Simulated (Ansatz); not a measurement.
VN (rock salt)

```yaml
crystal:
  lattice:
    - [0.00000, 2.05846, 2.05846]
    - [2.05846, 0.00000, 2.05846]
    - [2.05846, 2.05846, 0.00000]
  atoms:
    - { symbol: N, position: [0.00000, 0.00000, 0.00000] }
    - { symbol: V, position: [0.50000, 0.50000, 0.50000] }
```

Equation-of-state scan: isotropic scaling of the cell above, V₀ being its volume. Symmetry pins the atoms to their sites.

Calculation: PBE (plane waves to 420 eV, PAW, scalar-relativistic; Ansatz, a program for electronic structure). k mesh 19×19×19 (Γ-centred), Fermi-Dirac smearing 0.05 eV. Energies are smeared free energies. Compression counts positive. The PAW data are Ansatz's earlier set. VN is run without spin polarisation. VN was relaxed with its symmetry unable to fall. ΔE is measured from the relaxed starting cell. The last digit holds for this mesh only.

```tsv
V (Å³/atom)	ΔE (meV/atom)
7.850	103.1
7.995	withheld
8.141	43.0
8.286	23.4
8.431	10.1
8.577	2.5
8.722	0.0
8.868	2.3
9.013	9.0
9.158	19.6
9.304	33.9
9.449	51.5
9.594	72.1
```

**Question.** Fit a third-order Birch-Murnaghan form (E₀, V₀, B₀, B₀′ free) to the given rows and predict ΔE at V = 7.995.

**Answer.** Least squares on the 12 given rows: ΔE = E₀ + (9V₀B₀/16)·y²·[2 + (B₀′ − 4)y], y = (V₀/V)^(2/3) − 1, with V₀ = 8.722 Å³/atom, B₀ = 314.1 GPa (160.2 GPa = 1 eV/Å³; the term in eV is multiplied by 1000), B₀′ = 4.33, E₀ = 0.01 meV/atom; root-mean-square residual 0.05 meV/atom. At 7.995 the fit gives 69.3 meV/atom; the calculation gives 69.3 meV/atom, the same to the digits shown. For the pressure the fit gives 33.0 GPa against the computed 33.0 GPa.

(Under strain, the slope of the energy per volume gives the stress and its curvature an elastic modulus.)
